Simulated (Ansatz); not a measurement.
This is a known allotrope of Y, reached from a generated start. Known forms of Y include space group No. 194.

A relaxed cell of Y (Im-3m (No. 229)), relaxed on a k-mesh at least as fine as the one used below. All values below come from PBEsol (plane waves to 420 eV, PAW, scalar-relativistic; Ansatz, an electronic-structure program). Γ-centred k-mesh 6×12×12 on the run's cell (coarser than for final values), Fermi–Dirac smearing 0.05 eV.

```
Y
1.0
   -3.97365     3.97365     3.97365
    1.98683    -1.98683     1.98683
    1.98683     1.98683    -1.98683
Y
2
Cartesian
  0.00000   0.00000   0.00000
  1.98683   1.98683   1.98683
```

The atoms are displaced along an unstable phonon of this cell by (Å):

```csv
atom,ux,uy,uz
Y1,0.000,0.106,-0.106
Y2,0.000,-0.106,0.106
```

**Question.** What forces (eV/Å) and pressure result?

**Answer.** 
```json
[
 {"atom": "Y1", "Fx": "0.00", "Fy": "0.15", "Fz": "-0.15"},
 {"atom": "Y2", "Fx": "0.00", "Fy": "-0.15", "Fz": "0.15"}
]
```

Pressure -0.1 GPa.

The undisplaced cell is probably no minimum: from this displacement the run went on to P6₃/mmc (No. 194), 0.13 eV/atom below it.

No spin polarisation in the result. A magnetic state may lie lower.
